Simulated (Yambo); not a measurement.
A G0W0@LDA run in Yambo for GaSb (zinc blende, space group F-43m, No. 216) (4×4×4 Γ-centred k mesh, 133 bands and a 10 Ry block in the screening, 133 bands in G with the Bruneval-Gonze terminator, plasmon pole fitted at 27.2 eV) gives these matrix elements, in eV, at the band edges (Γ → Γ):

```csv
state,E0,<Vxc>,<Σx>,<Σc(E0)>,Z
valence edge,0.000,-12.497,-14.172,0.855,0.806
conduction edge,0.067,-14.132,-10.227,-3.779,0.801
```

Q: Solve the linearised quasiparticle equation for both states, give the gap, and say how exchange and correlation each act on it.

A: E = E0 + Z(Σx + Σc − Vxc). Valence: 0.000 + 0.806 × (-14.172 + (0.855) − (-12.497)) = -0.66 eV. Conduction: 0.067 + 0.801 × (-10.227 + (-3.779) − (-14.132)) = 0.17 eV. The gap is 0.83 eV, against 0.07 eV in LDA. Replacing Vxc by bare exchange alone would open it by 5.58 eV; correlation takes back 4.63 eV of that, and Z scales what is left. Nearest settings tried, and what they do to the gap: 102 bands in W, 102 bands in G: +25 meV; 8 Ry block (169 vectors against 229): +1 meV; 6×6×6 mesh: -47 meV. So the settings aren't converged at that level. Without spin-orbit coupling, band edges of such heavy elements can be off by tenths of an eV. So small a LDA gap in heavy elements may be inverted, where one-shot corrections to single bands mislead.

The standard potentials for Ga, Sb keep a d shell in the valence without the s and p states of that shell. In tests on such compounds this moved G0W0 gaps by up to about 0.9 eV, so absolute quasiparticle energies here are unreliable; differences between settings are what counts.

Geometry relaxed with LDA; primitive cell a = b = c = 4.276 Å, α = β = γ = 60.00°.
